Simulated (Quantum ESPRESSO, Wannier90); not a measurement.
Sn (diamond), plane waves to Wannier functions

```
Sn
1.0
    0.00000     3.28498     3.28498
    3.28498     0.00000     3.28498
    3.28498     3.28498     0.00000
Sn
2
Cartesian
  3.28498   3.28498   3.28498
 -1.64249  -1.64249  -1.64249
```

Structure: Materials Project mp-117, symmetrised, not relaxed again. COD (Crystallography Open Database) has the formula in 5 space groups, this one among them (matched by group alone). Computed values, not measurements, from PBEsol: Quantum ESPRESSO (norm-conserving PseudoDojo potentials, cutoff 58 Ry, no spin polarisation, no spin-orbit coupling) on a Γ-centred 8×8×8 mesh, then Wannier90. Density: 12×12×12 mesh, cold smearing 0.01 Ry. Spin-orbit coupling is left out although heavy elements are present.

Functional, cutoff and mesh named above are those of the base row (8×8×8); the first column says what each row takes instead. Model: 8 functions from bands 11-25, start hydrogen-like Sn: s;p, frozen window tied to the conduction edge or Fermi level of each row, as listed, which moves Ω_I and hoppings a little by itself. Energies are relative to the Fermi level; the misfit is to pw.x on a path, for states up to 1.0 eV relative to the Fermi level. Only the mesh of Bloch states changes. The disentangled Ω_I can sit in another minimum from row to row.

```
mesh      frozen to (eV)  Ω_I (Å²)  rms misfit (meV)  k-points (cost)  rough cost of nscf and overlaps (first row = 1)
--------  --------------  --------  ----------------  ---------------  -----------------------------------------------
3×3×3               1.50     12.16               153               27                                              1.0
4×4×4               1.50     13.92                53               64                                              2.1
5×5×5               1.50     14.53                21              125                                                4
7×7×7               1.50     15.30                12              343                                               10
8×8×8               1.50     15.51               5.8              512                                               13
10×10×10            1.50     16.24               3.9             1000                                               27
```
